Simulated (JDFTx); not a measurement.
Input for JDFTx (a modified build): hexafluoro-2-butyne, C4F6 (SMILES FC(F)(F)C#CC(F)(F)F), charge 0, multiplicity 1, SCCS (g09 parameters), water, 1 M NaF; lengths in bohr, energies in hartree. The run starts from orbitals saved by an earlier run of the same system.

```
lattice \
  24.0940080890 0.0000000000 0.0000000000 \
  0.0000000000 18.8972612463 0.0000000000 \
  0.0000000000 0.0000000000 18.8972612463
coords-type Cartesian
ion F -4.8197724387 0.7235852035 2.2332351584 0
ion C -3.9043557064 0.0001391004 -0.0038752376 0
ion F -4.8262440598 1.5732552325 -1.7474774292 0
ion F -4.8204551243 -2.2990117666 -0.4931354353 0
ion C -1.1327700874 0.0024966604 -0.0065240128 0
ion C 1.1304899467 0.0072529272 -0.0067349573 0
ion C 3.9020320584 0.0007381895 -0.0039512661 0
ion F 4.8208968389 -0.7412332277 -2.2332351584 0
ion F 4.8262440598 2.2990117666 0.4731998843 0
ion F 4.8122602373 -1.5651161330 1.7529738552 0
ion-species pseudo/f_pbe_v1.4.upf
ion-species pseudo/c_pbe_v1.2.upf
elec-cutoff 20 100
elec-ex-corr gga-PBE
symmetries none
elec-n-bands 29
electronic-minimize nIterations 150 energyDiffThreshold 1e-7
fluid LinearPCM
pcm-variant SCCS_g09
fluid-solvent H2O
fluid-cation Na+ 1
fluid-anion F- 1
fluid-minimize nIterations 400 knormThreshold 1e-11
wavefunction read s0.wfns 32
dump-name s4.$VAR
dump End State Ecomponents EigStats BandEigs Forces ElecDensity IonicPositions FluidDebug
```

The log closes as follows.

```
[...]
ElecMinimize: Iter:   6  Etot: -168.604994352341862  |grad|_K:  3.049e-07  alpha:  7.417e-01  linmin: -9.465e-03
ElecMinimize: Iter:   7  Etot: -168.604994415811973  |grad|_K:  1.762e-07  alpha:  6.561e-01  linmin: -1.038e-01
ElecMinimize: Iter:   8  Etot: -168.604994442146420  |grad|_K:  1.109e-07  alpha:  7.298e-01  linmin: -5.304e-05
ElecMinimize: Converged (|Delta Etot|<1.000000e-07 for 2 iters).

# Ionic positions in cartesian coordinates:
ion F  -4.819772438700000   0.723585203500000   2.233235158400000 0
ion F  -4.826244059799999   1.573255232500000  -1.747477429200000 0
ion F  -4.820455124300000  -2.299011766600000  -0.493135435300000 0
ion F   4.820896838900000  -0.741233227700000  -2.233235158400000 0
ion F   4.826244059799999   2.299011766600000   0.473199884300000 0
ion F   4.812260237300000  -1.565116133000000   1.752973855200000 0
ion C  -3.904355706400000   0.000139100400000  -0.003875237600000 0
ion C  -1.132770087400000   0.002496660400000  -0.006524012800000 0
ion C   1.130489946700000   0.007252927200000  -0.006734957300000 0
ion C   3.902032058400000   0.000738189500000  -0.003951266100000 0

# Forces in Cartesian coordinates:
force F  -0.006377635512593   0.007048594326288   0.021785366976103 0
force F  -0.006399512273200   0.015346695083782  -0.017021987878977 0
force F  -0.006393096560910  -0.022440933239752  -0.004788139119412 0
force F   0.006396656166841  -0.007201348279935  -0.021780357631543 0
force F   0.006443701333091   0.022463597186984   0.004645666547888 0
force F   0.006340393706318  -0.015199205249532   0.017072771917857 0
force C   0.017932422468496   0.000041886925796   0.000043749458820 0
force C  -0.018958669208431   0.000074969803151  -0.000024029260676 0
force C   0.018948771529087  -0.000062485250384  -0.000024857238335 0
force C  -0.017926644539451  -0.000056691832645   0.000093350470163 0

# Energy components:
   A_diel =       -0.0009278695766337
   Eewald =       76.0935736677909915
       EH =      220.0383229699609444
     Eloc =     -520.3001546102291286
      Enl =       24.0998683995705285
      Exc =      -35.1096088698475768
 Exc_core =        0.1347087529209400
       KE =       66.4392231172635093
-------------------------------------
     Etot =     -168.6049944421464204


	eMin: -1.248987 at state 0 ( [ +0.000000 +0.000000 +0.000000 ] spin 0 )
	HOMO: -0.310409 at state 0 ( [ +0.000000 +0.000000 +0.000000 ] spin 0 )
```

The run took 9 electronic cycles (a count that differs between repeats, as do the digits past 10⁻⁶ Ha); the highest occupied level lies at -8.45 eV from the bulk liquid; the total lies -0.02 eV from the vacuum run at this geometry.
